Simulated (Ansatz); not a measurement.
Relaxed-ion elastic tensor of NaF (rock salt, Fm-3m) in GPa (Voigt order), the program Ansatz at the PBE level (PAW); density 2.68 g/cm³, 12.99 Å³ per atom.

|  | 1 | 2 | 3 | 4 | 5 | 6 |
|---|---|---|---|---|---|---|
| 1 | 90.2 | 22.1 | 22.1 | 0.0 | 0.0 | 0.0 |
| 2 | 22.1 | 90.2 | 22.1 | 0.0 | 0.0 | 0.0 |
| 3 | 22.1 | 22.1 | 90.2 | 0.0 | 0.0 | 0.0 |
| 4 | 0.0 | 0.0 | 0.0 | 26.9 | 0.0 | 0.0 |
| 5 | 0.0 | 0.0 | 0.0 | 0.0 | 26.9 | 0.0 |
| 6 | 0.0 | 0.0 | 0.0 | 0.0 | 0.0 | 26.9 |

Question: Is the crystal mechanically stable?

Answer: Yes: the smallest eigenvalue of C is 26.9 GPa.

Question: Work out the Voigt, Reuss and Hill averages.

Answer: K_V = 44.8, K_R = 44.8, K_H = 44.8; G_V = 29.7, G_R = 29.3, G_H = 29.5 GPa.

Question: Give Young's modulus, Poisson's ratio, Pugh's ratio and the universal anisotropy index.

Answer: E = 9KG/(3K + G) = 72.6 GPa; ν = 0.23; K/G = 1.52 (brittle by the Pugh limit of 1.75); A_U = 5G_V/G_R + K_V/K_R − 6 = 0.07.

Question: Estimate the sound speeds and the Debye temperature.

Answer: v_l = √((K + 4G/3)/ρ) = 5600 m/s, v_t = √(G/ρ) = 3320 m/s, mean 3670 m/s; Θ = (h/k)(3n/4πV)^(1/3) v_m = 465 K.

Question: Give the Zener ratio and Young's modulus along [100], [110] and [111].

Answer: A = 2C44/(C11 − C12) = 0.79; 1/E = S11 − 2(S11 − S12 − S44/2)Γ with Γ = 0, 1/4, 1/3 gives 81.5, 70.2, 67.1 GPa.

Question: Solve the Christoffel equation for the three sound speeds along [100], [110], [111].

Answer: Eigenvalues of C_ijkl n_j n_l equal ρv². In km/s, slowest first: [100] 3.16, 3.16, 5.80; [110] 3.16, 3.56, 5.56; [111] 3.43, 3.43, 5.48.

Symmetry was held in the PBE relaxation; phonons on a q-mesh show no instability.

Potentials: the later of the program's two PAW sets.
